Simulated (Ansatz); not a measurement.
Problem. Each is relaxed and computed with the program Ansatz at the r²SCAN level (PAW). Which is the only metal?
A. Co2Li3Nb3O12, P1 (Pearson symbol aP20)
B. LiNbSe2, P6_3/mmc (Li on 2a, Nb on 2b, Se on 4f)
C. InCl3, P6_3/mmc (In on 2d, Cl on 6h)
D. Nb2InC, P6_3/mmc (Nb on 4f, In on 2d, C on 2a)

Solution. D, Nb2InC, P6_3/mmc (Nb on 4f, In on 2d, C on 2a). Nb2InC: metal; LiNbSe2: gap 0.74 eV (indirect); InCl3: gap 3.56 eV (indirect); Co2Li3Nb3O12: gap 0.79 eV (direct). Spin orders computed, not proven ground states: Co2Li3Nb3O12, P1 (Pearson symbol aP20) antiferromagnetic. Typed or built starts, not in the databases checked: Co2Li3Nb3O12, P1 (Pearson symbol aP20). Standing as an ambient phase not checked: Nb2InC, P6_3/mmc (Nb on 4f, In on 2d, C on 2a); LiNbSe2, P6_3/mmc (Li on 2a, Nb on 2b, Se on 4f); InCl3, P6_3/mmc (In on 2d, Cl on 6h). Weakly bound layers, chains or molecules computed without a dispersion correction, so cells and soft constants are ill determined: InCl3, P6_3/mmc (In on 2d, Cl on 6h). All cells were relaxed under the symmetry of their starts (and spin orders); stability against distortions was not tested throughout. Cells of antiferromagnets are given as chemical subcells. Rows with no word on spin ran without spin polarisation. No Hubbard U is applied. Spin–orbit coupling is left out wherever it is not named.

Potentials: the later of the program's two PAW sets.
